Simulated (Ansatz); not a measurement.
The guess for AlTl₂CrC₆N₆ was made by a generator: cyanide-bridged rock-salt net of two metals, 2 guest cations a cell (Fm-3m, No. 225). Lengths were set from tabulated atomic sizes, so they are only a guess.

```yaml
crystal:
  lattice:
    - [0.00000, 5.07500, 5.07500]
    - [5.07500, 0.00000, 5.07500]
    - [5.07500, 5.07500, 0.00000]
  atoms:
    - { symbol: Al, position: [0.00000, 0.00000, 0.00000] }
    - { symbol: Cr, position: [0.50000, 0.50000, 0.50000] }
    - { symbol: Tl, position: [0.25000, 0.25000, 0.25000] }
    - { symbol: Tl, position: [0.75000, 0.75000, 0.75000] }
    - { symbol: C, position: [0.81527, 0.18473, 0.18473] }
    - { symbol: C, position: [0.18473, 0.81527, 0.18473] }
    - { symbol: C, position: [0.18473, 0.18473, 0.81527] }
    - { symbol: C, position: [0.18473, 0.81527, 0.81527] }
    - { symbol: C, position: [0.81527, 0.18473, 0.81527] }
    - { symbol: C, position: [0.81527, 0.81527, 0.18473] }
    - { symbol: N, position: [0.70000, 0.30000, 0.30000] }
    - { symbol: N, position: [0.30000, 0.70000, 0.30000] }
    - { symbol: N, position: [0.30000, 0.30000, 0.70000] }
    - { symbol: N, position: [0.30000, 0.70000, 0.70000] }
    - { symbol: N, position: [0.70000, 0.30000, 0.70000] }
    - { symbol: N, position: [0.70000, 0.70000, 0.30000] }
```

All numbers below come from DFT PBE, scalar-relativistic, plane waves, PAW (Ansatz). Cutoff 420 eV, Gaussian smearing, Γ-centred meshes. Cell and atoms relax first on a coarse mesh and then on a finer one. In between, the cell is made exact in the group found at 0.06 Å. In metals the finer mesh still leaves noise of several meV/atom or more. The steps can't lower the symmetry of their start. Collinear spin, starting moments Cr 3.0 μB.

A guess keeps its type if space group and coordination stay and the shape of the cell changes little (axis ratios within about 15 %, angles within 6°); the volume may change.

Q: Will the relaxed cell still be of the starting type?

A: It keeps its type. The symmetry stays Fm-3m (No. 225). The volume per atom grows by 7.4 %, from 16.3 to 17.6 Å³. The shortest distance goes from 1.17 Å (C–N) to 1.18 Å (C–N). Counting neighbours within 15 % of an atom's shortest distance, the start has Al 6, C 1, Cr 6, N 1, Tl 24 and the end Al 6, C 1, Cr 6, N 1, Tl 24.

The last run used collinear spin, a 6×6×6 mesh for its 16-atom cell and Gaussian smearing of 0.10 eV. These runs have no spin–orbit coupling, which can matter for Tl. Another magnetic order may lie lower. Symmetry constrained the relaxation, so the result can be a saddle point.
